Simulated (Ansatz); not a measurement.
The start is a generated cell, TiC placed in the AFLOW prototype AB_tI8_141_a_b ("40", as in NbP). A full variable-cell relaxation at zero pressure is run with PBEsol (plane waves to 420 eV, PAW, scalar-relativistic; Ansatz, a first-principles code). The first steps use a coarse 11×11×11 k-mesh.

Input geometry:
```yaml
crystal:
  lattice:
    - [-1.45099, 1.45099, 4.96610]
    - [1.45099, -1.45099, 4.96610]
    - [1.45099, 1.45099, -4.96610]
  atoms:
    - { symbol: Ti, position: [0.75000, 0.25000, 0.50000] }
    - { symbol: Ti, position: [0.00000, 0.00000, 0.00000] }
    - { symbol: C, position: [0.50000, 0.50000, 0.00000] }
    - { symbol: C, position: [0.25000, 0.75000, 0.50000] }
```

Q: How large is the pressure on the unrelaxed cell, and of which sign?

A: +14 GPa (positive: the cell is compressed).

Q: By how much does the energy per atom fall from start to end?

A: 0.03 eV/atom.

Q: How does the volume change?

A: +7.0 %, from 10.46 to 11.19 Å³/atom.

Q: How do the shortest distances between atoms change?

A: The closest pairs of elements (up to four, under 3.6 Å), start → end: C–Ti 2.05 → 2.09 Å; Ti–Ti 2.88 → 2.96 Å; C–C 2.88 → 2.96 Å.

Q: What band gap does the relaxed structure have at this level?

A: No gap (metallic).

Q: Give the final cell and atomic positions.

A: 
```cif
data_C4Ti4
_chemical_formula_sum 'Ti4 C4'
_space_group_name_H-M_alt 'I41/amd :1'
_space_group_IT_number 141
_space_group_name_Hall 'I 4bw 2bw -1bw'
_cell_length_a 2.95520
_cell_length_b 2.95520
_cell_length_c 10.24716
_cell_angle_alpha 90.000
_cell_angle_beta 90.000
_cell_angle_gamma 90.000
loop_
_atom_site_label
_atom_site_type_symbol
_atom_site_symmetry_multiplicity
_atom_site_Wyckoff_symbol
_atom_site_fract_x
_atom_site_fract_y
_atom_site_fract_z
_atom_site_occupancy
Ti1 Ti 4 a 0.00000 0.00000 0.00000 1
C1 C 4 b 0.00000 0.00000 0.50000 1
```
(The calculation used a cell of 4 atoms; values per cell refer to that cell.)

The space group stays I4₁/amd (No. 141) (the run could not lower it); the end is AFLOW prototype AB_tI8_141_a_b ("40", as in NbP), with 4 atoms in the primitive cell. Final values are on a 22×22×22 k-mesh of the relaxed cell. No spin polarisation in the result.

The run could not lose the symmetry of its start: the end is stationary, and may be a saddle point rather than a minimum.

All atoms sit on sites fixed by symmetry, so only the cell could relax.

The relaxed structure here is a generated cell of TiC: the first start was made by placing the elements on the sites of a structure type, and the end was not matched to a known phase here, so it may be hypothetical. Known forms of TiC include space group No. 225.
